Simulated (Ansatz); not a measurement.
An elastic tensor (GPa, Voigt order, standard axes) from PBE (plane waves, PAW; program Ansatz):

```
 180   123   123   0.0   0.0   0.0
 123   180   123   0.0   0.0   0.0
 123   123   180   0.0   0.0   0.0
 0.0   0.0   0.0  64.5   0.0   0.0
 0.0   0.0   0.0   0.0  64.5   0.0
 0.0   0.0   0.0   0.0   0.0  64.5
```

### Question
Which of these materials gives this?
A) RbCl, rock salt
B) CuCl, zinc blende
C) Cu3Au, Cu3Au type
D) PbS, rock salt

### Answer
C, Cu3Au, Cu3Au type

Space group Pm-3m (Cu3Au type). Symmetry was held in the PBE relaxation; of distortions, only those at the zone centre were tested. No spin polarisation was allowed. As this level gives no gap, shear constants depend on the k-mesh and smearing (Fermi–Dirac, 0.1 eV here). Scalar-relativistic: spin–orbit coupling is off unless named, which matters more the heavier the elements.

Potentials: the later of the program's two PAW sets.
